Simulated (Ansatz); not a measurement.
Crystals of one structure type (rock salt) and one family of elements, relaxed and computed with LDA (plane waves, PAW; program Ansatz).

| crystal | V (Å³/atom) | K_Hill (GPa) |
|---|---|---|
| LiF | 7.47 | 86.9 |
| KF | 17.20 | ? |
| LiBr | 18.71 | 33.3 |
| NaCl | 20.39 | 32.1 |
| KCl | 28.04 | 24.3 |
| NaI | 30.66 | 20.8 |
| RbCl | 32.43 | 21.8 |

Fit a straight line to ln K against ln V and predict the withheld value.

Least squares on the 6 shown rows: ln K = -0.97 × ln V + (6.399), with a scatter of 4 %. For KF this gives 38.1. The run itself gave 43.7, outside the scatter: the line misses something about this case.

All cells were relaxed under the symmetry of their starts (and spin orders); stability against distortions was not tested throughout. Scalar-relativistic: spin–orbit coupling is off unless named, which matters more the heavier the elements.

Potentials: the later of the program's two PAW sets.
